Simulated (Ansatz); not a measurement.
The cell of La2SbAs3 is invented: random cell by space group and Wyckoff sites (P6/mmm, No. 191). The dimensions are guesses.

```cif
data_structure
_symmetry_space_group_name_H-M 'P6/mmm'
_symmetry_Int_Tables_number 191
_cell_length_a 4.9097
_cell_length_b 4.9097
_cell_length_c 8.8785
_cell_angle_alpha 90.000
_cell_angle_beta 90.000
_cell_angle_gamma 120.000
_cell_volume 185.34
loop_
_atom_site_label
_atom_site_type_symbol
_atom_site_symmetry_multiplicity
_atom_site_Wyckoff_symbol
_atom_site_fract_x
_atom_site_fract_y
_atom_site_fract_z
_atom_site_occupancy
La1 La 2 d 0.33333 0.66667 0.50000 1
Sb1 Sb 1 b 0.00000 0.00000 0.50000 1
As1 As 2 e 0.00000 0.00000 0.28331 1
As2 As 1 a 0.00000 0.00000 0.00000 1
```

Level of theory: DFT PBE, scalar-relativistic, plane waves, PAW (Ansatz 0.2.0). Cutoff 420 eV, Gaussian smearing, Γ-centred meshes. Cell and atoms relax first on a coarse mesh and then on a finer one. In between, the cell is made exact in the group found at 0.06 Å. In metals the finer mesh still leaves noise of several meV/atom or more. The steps can't lower the symmetry of their start. No spin polarisation.

A guess keeps its type if space group and coordination stay and the shape of the cell changes little (axis ratios within about 15 %, angles within 6°); the volume may change.

Task: Does it keep its structure type, or change into something else?

Result: It keeps its type. The symmetry stays P6/mmm (No. 191). The volume per atom grows by 51.7 %, from 30.9 to 46.9 Å³. The shortest distance goes from 1.92 Å (Sb–As) to 2.32 Å (As–As). The ratio c/a of the conventional cell changes by a factor of 1.01. Counting neighbours within 15 % of an atom's shortest distance, the start has As 1/2, La 6, Sb 2 and the end As 1/2, La 6, Sb 2.

The last run used a 12×12×4 mesh (in the run's order of axes) for its 6-atom cell and Gaussian smearing of 0.10 eV. Spin–orbit coupling, which can matter for Sb, is left out. The cell is a metal run without spin; a magnetic state may lie lower. Symmetry constrained the relaxation, so the result can be a saddle point. Another cell of La2SbAs3 relaxed alike, in P-6m2, lies 1.22 eV/atom lower, so this cell isn't the stable form at this level.

In counts of neighbours, a slash parts the counts of unlike sites.
